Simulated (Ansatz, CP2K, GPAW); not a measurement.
AlSn: programs and potentials compared

```
Sn Al
1.0
     4.19811    0.00000    0.00000
    -2.09905    3.63567    0.00000
     0.00000    0.00000    3.30685
Sn Al
1 1
Direct
  0.00000 0.00000 0.50000
  0.66667 0.33333 0.00000
```

The cell comes from a database or a generator and needn't be the stable form of this composition.

Alike in all runs: task single point; functional RPBE; k mesh 7 × 7 × 8; occupations gaussian, width 0.02 eV; no spin polarisation; no spin-orbit coupling. Pressure is positive in compression and, in plane waves, holds the error of the finite cutoff.

```tsv
program and potentials	plane-wave cutoff (eV)	notes	pressure (GPa)
Ansatz, all-electron LAPW, scalar-relativistic	-	-	?
CP2K, POTENTIAL_UZH Sn GTH-PBE-q4, Al GTH-PBE-q3; TZVP-MOLOPT-PBE-GTH basis	-	atomic basis; potentials made for PBE; 3.5 valence electrons an atom on average	1.07
GPAW, the program's PAW data sets (release 1.2.1) made for this functional	600	8.5 valence electrons an atom on average	1.41
```

Question: Estimate from the other rows what the run with Ansatz, all-electron LAPW, scalar-relativistic gave.

Answer: Pressure 1.52 GPa. The other rows, which needn't bracket it: pressure 1.07 to 1.41.
